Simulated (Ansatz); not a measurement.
A geometry of Ni away from equilibrium: step 2 of the relaxation of a relaxed Ni cell, doubled along one cell vector, shaken by Gaussian noise of σ = 0.08 Å a coordinate. All values below come from r2SCAN (plane waves to 500 eV, PAW, scalar-relativistic; Ansatz, a quantum-chemistry and plane-wave program). Γ-centred k-mesh 17×17×8 on the run's cell (coarser than for final values), Fermi–Dirac smearing 0.05 eV.

```
Ni
1.0
   -1.46233     1.46288     1.24342
    1.46321    -1.46229     1.24376
    2.92178     2.92170    -2.48546
Ni
2
Direct
  0.02531   0.98711   0.01319
  0.98121   0.00060   0.51728
```
Spin-polarised start, with parallel moments on Ni.

Q: Which atoms carry the largest force, and which way does it point?

A: 0.25 eV/Å, on Ni1, Ni2 (atoms numbered as listed); on Ni1 its components are (0.05, 0.19, -0.16).

Q: What is the pressure?

A: +0.1 GPa, compression positive.

Spin state reached: ferromagnetic (net 0.71 μB/atom), from parallel starting moments; other spin orders were not run from this start. r2SCAN tends to overstate moments in metals.

The run could not lose the symmetry of its start, so the end can be a saddle point.

The end of the path is a generated cell of Ni: the first start was made by placing the elements on the sites of a structure type, and the end was not matched to a known phase here, so it may be hypothetical. Known forms of Ni include space group No. 225.
